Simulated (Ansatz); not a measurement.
The relaxed structure here is a generated cell of ZnSnP2: the first start was made by placing the elements on the sites of a structure type, and the end was not matched to a known phase here, so it may be hypothetical.

One stationary structure of ZnSnP2. Space group Pna2₁ (No. 33). These are PBEsol (plane waves to 420 eV, PAW, scalar-relativistic; Ansatz, an electronic-structure program) values and carry that method's errors.

```cif
data_P8Sn4Zn4
_chemical_formula_sum 'Zn4 Sn4 P8'
_space_group_name_H-M_alt 'Pna21'
_space_group_IT_number 33
_space_group_name_Hall 'P 2c -2n'
_cell_length_a 6.87376
_cell_length_b 7.92795
_cell_length_c 6.53678
_cell_angle_alpha 90.000
_cell_angle_beta 90.000
_cell_angle_gamma 90.000
loop_
_space_group_symop_operation_xyz
  'x, y, z'
  '-x, -y, z+1/2'
  '-x+1/2, y+1/2, z+1/2'
  'x+1/2, -y+1/2, z'
loop_
_atom_site_label
_atom_site_type_symbol
_atom_site_symmetry_multiplicity
_atom_site_Wyckoff_symbol
_atom_site_fract_x
_atom_site_fract_y
_atom_site_fract_z
_atom_site_occupancy
Zn1 Zn 4 a 0.08593 0.62481 0.00352 1
Sn1 Sn 4 a 0.08351 0.12512 0.00271 1
P1 P 4 a 0.08967 0.13755 0.38897 1
P2 P 4 a 0.07525 0.61252 0.36481 1
```

| Quantity | Value |
|---|---|
| Volume per atom | 22.26 Å³ |
| Band gap | 0.82 eV, direct at Γ (no spin-orbit coupling) |
| Shortest distances | P–Zn 2.35 Å; P–Sn 2.51 Å |
| k-mesh | 4×4×4 |

Band energies at high-symmetry points (eV from the VBM; labels of this space group; no spin-orbit coupling), from −5 eV up to 3.9 eV:

```
point                                                                                                                                                                             energies
-----  -----------------------------------------------------------------------------------------------------------------------------------------------------------------------------------
Γ                  -4.80 -4.62 -4.34 -4.15 -4.02 -4.01 -3.73 -2.93 -2.76 -2.37 -2.32 -2.26 -1.94 -1.21 -1.20 -1.13 -0.17 -0.03 0.00 0.82 0.83 1.13 1.97 2.28 2.34 3.17 3.24 3.48 3.50 3.79
X                  -4.26 -4.26 -3.91 -3.91 -3.22 -3.22 -2.76 -2.76 -2.46 -2.46 -2.12 -2.12 -1.26 -1.26 -0.98 -0.98 -0.60 -0.60 0.98 0.98 1.65 1.65 2.14 2.14 2.62 2.62 3.39 3.39 3.62 3.62
S      -4.41 -4.41 -4.27 -4.27 -4.05 -4.05 -3.75 -3.75 -3.11 -3.11 -2.90 -2.90 -1.83 -1.83 -1.63 -1.63 -1.18 -1.18 -1.17 -1.17 1.98 1.98 2.06 2.06 2.87 2.87 3.09 3.09 3.36 3.36 3.63 3.63
Y                            -4.55 -4.55 -3.59 -3.59 -3.43 -3.43 -2.93 -2.93 -2.73 -2.73 -2.54 -2.54 -2.02 -2.02 -0.86 -0.86 -0.64 -0.64 1.93 1.93 2.03 2.03 2.60 2.60 3.04 3.04 3.49 3.49
Z        -3.83 -3.83 -3.48 -3.48 -3.43 -3.43 -2.51 -2.51 -2.31 -2.31 -1.80 -1.80 -1.75 -1.75 -0.70 -0.70 -0.65 -0.65 1.08 1.08 1.36 1.36 2.13 2.13 2.36 2.36 3.07 3.07 3.75 3.75 3.84 3.84
U      -4.40 -4.40 -4.40 -4.40 -2.79 -2.79 -2.79 -2.79 -2.27 -2.27 -2.27 -2.27 -2.01 -2.01 -2.01 -2.01 -1.34 -1.34 -1.34 -1.34 1.12 1.12 1.12 1.12 2.15 2.15 2.15 2.15 2.61 2.61 2.61 2.61
R      -4.63 -4.63 -4.63 -4.63 -2.95 -2.95 -2.79 -2.79 -2.60 -2.60 -2.45 -2.45 -2.35 -2.35 -2.14 -2.14 -1.88 -1.88 -1.72 -1.72 1.86 1.86 1.88 1.88 2.49 2.49 2.65 2.65 3.42 3.42 3.69 3.69
T      -4.47 -4.47 -3.94 -3.94 -3.87 -3.87 -3.74 -3.74 -2.54 -2.54 -2.21 -2.21 -2.11 -2.11 -1.78 -1.78 -1.48 -1.48 -1.34 -1.34 1.53 1.53 2.09 2.09 2.78 2.78 3.02 3.02 3.51 3.51 3.77 3.77
```

No spin polarisation in the result.

The run could not lose the symmetry of its start: the end is stationary, and may be a saddle point rather than a minimum.
